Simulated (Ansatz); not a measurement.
Data sheet: MoRu3 (DFT)

MoRu$_{3}$:
```cif
data_MoRu3
_chemical_formula_sum 'Ru3 Mo1'
_space_group_name_H-M_alt 'Pm-3m'
_space_group_IT_number 221
_space_group_name_Hall '-P 4 2 3'
_cell_length_a 3.82818
_cell_length_b 3.82818
_cell_length_c 3.82818
_cell_angle_alpha 90.000
_cell_angle_beta 90.000
_cell_angle_gamma 90.000
loop_
_atom_site_label
_atom_site_type_symbol
_atom_site_symmetry_multiplicity
_atom_site_Wyckoff_symbol
_atom_site_fract_x
_atom_site_fract_y
_atom_site_fract_z
_atom_site_occupancy
Ru1 Ru 3 c 0.00000 0.50000 0.50000 1
Mo1 Mo 1 a 0.00000 0.00000 0.00000 1
```

Space group Pm-3m (No. 221), Cu3Au type; conventional cell a = b = c = 3.8282 Å, α = β = γ = 90.00°.

Method: plane-wave PAW r²SCAN (Ansatz code). The cell and atoms are relaxed at this level. Other levels are named where they apply.

### Cell and energy

* **Volume per atom**: 14.03 Å³
* **Density**: 11.81 g/cm³
* **Formation energy from the elements (no fitted shifts)**: 7 meV/atom

### Electronic structure

- Electronic character: metallic (no gap)
- Density of states at the Fermi level: 0.92 states/eV per atom (mean over ±0.08 eV)
- Gap with spin–orbit coupling: none (metallic)

### Mechanics

* **Bulk modulus (Birch–Murnaghan fit)**: 317 GPa
* **Pressure derivative B′**: 4.6

### Charges

- Bader charges = Ru -0.29, Mo +0.87 e

A made-up cell: these elements were put on the sites of a structure type; neither database checked (COD, Materials Project) lists it. Its standing as an ambient phase is unchecked. The cell was relaxed with r²SCAN under the symmetry of its start; whether a distortion lowers the energy is not shown. The run is not spin-polarised. The references are the lowest solids computed at this level, not always the standard phases. Scalar-relativistic: spin–orbit coupling is off unless named, which matters more the heavier the elements.

Potentials: the earlier of the program's two PAW sets.
